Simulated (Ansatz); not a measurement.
La2MgSi2:
```
La2MgSi2
1.0
    7.54085     0.00000     0.00000
    0.00000     7.54085     0.00000
    0.00000     0.00000     4.49039
La Mg Si
4 2 4
Direct
  0.68033   0.18033   0.50000
  0.31967   0.81967   0.50000
  0.81967   0.68033   0.50000
  0.18033   0.31967   0.50000
  0.00000   0.00000   0.00000
  0.50000   0.50000   0.00000
  0.11251   0.61251   0.00000
  0.88749   0.38749   0.00000
  0.38749   0.11251   0.00000
  0.61251   0.88749   0.00000
```

Relaxed with r²SCAN. Special points in fractions of this cell's reciprocal vectors: Γ (0.000, 0.000, 0.000); X (0.000, 0.500, 0.000); M (0.500, 0.500, 0.000); Z (0.000, 0.000, 0.500); R (0.000, 0.500, 0.500); A (0.500, 0.500, 0.500).

### Question
List the band energies nearest the Fermi level at these points for r²SCAN (plane waves, PAW; program Ansatz).

### Answer
In eV from the Fermi level; about four levels below and three above (degenerate sets whole), none deeper than 8.9 eV; points with the same levels are listed once.

| k | below | above |
|---|---|---|
| Γ | -0.73 -0.73 -0.46 -0.25 | 0.10 0.10 0.34 |
| X | -0.45 -0.45 -0.28 -0.28 | 1.32 1.32 1.58 1.58 |
| M | -0.81 -0.81 -0.01 -0.01 | 1.36 1.36 1.83 1.83 |
| Z | -1.52 -1.52 -1.13 -1.10 | 0.20 0.34 1.21 |
| R | -1.20 -1.20 -0.63 -0.63 | 1.39 1.39 1.55 1.55 |
| A | -1.37 -1.37 -0.92 -0.92 | 0.80 0.80 1.71 1.71 |

Space group P4/mbm. The first step of the workflow began from a Materials Project structure, measured or hypothetical; the Crystallography Open Database copy checked does not list it. Its standing as an ambient phase is unchecked. Symmetry was held in the r²SCAN relaxation; whether a distortion lowers the energy is not shown. Scalar-relativistic: spin–orbit coupling is off unless named, which matters more the heavier the elements.

Potentials: the earlier of the program's two PAW sets.
